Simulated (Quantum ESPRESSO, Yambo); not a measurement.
For LuIO (space group P4/nmm, No. 129), Yambo gives the independent-particle static dielectric constant along x as 6.74 on PBEsol bands and 5.72 after a scissor of 1.38 eV widens every gap (4×4×2 mesh, 118 bands, 3 Ry local-field block, 0.2 eV broadening). Axes are Cartesian, with cell vectors (Å) (3.84, 0.00, 0.00), (0.00, 3.84, 0.00), (0.00, 0.00, 9.08).

Q: A scissor keeps the position matrix elements. In a one-oscillator model, how does ε − 1 scale, and what mean transition energy do the two values imply?

A: Each transition adds |r|²/E to ε − 1, so ε − 1 ∝ 1/(E0 + Δ). Then (5.72 − 1)/(6.74 − 1) = E0/(E0 + Δ) = 0.822, and E0 = Δ(ε' − 1)/(ε − ε') = 6.4 eV. The computed Im ε, weighted by 1/E up to 20 eV, has its mean at 6.7 eV; the smallest direct PBEsol gap is 3.36 eV. The scissor comes from a G0W0 run whose convergence isn't established. Convergence of the RPA response with its 4×4×2 mesh was not tested.

Bands from Quantum ESPRESSO.

Spin-orbit coupling is not included.

Geometry relaxed with PBE+D3(BJ); primitive cell a = 3.844 Å, b = 3.844 Å, c = 9.085 Å, α = 90.00°, β = 90.00°, γ = 90.00°.
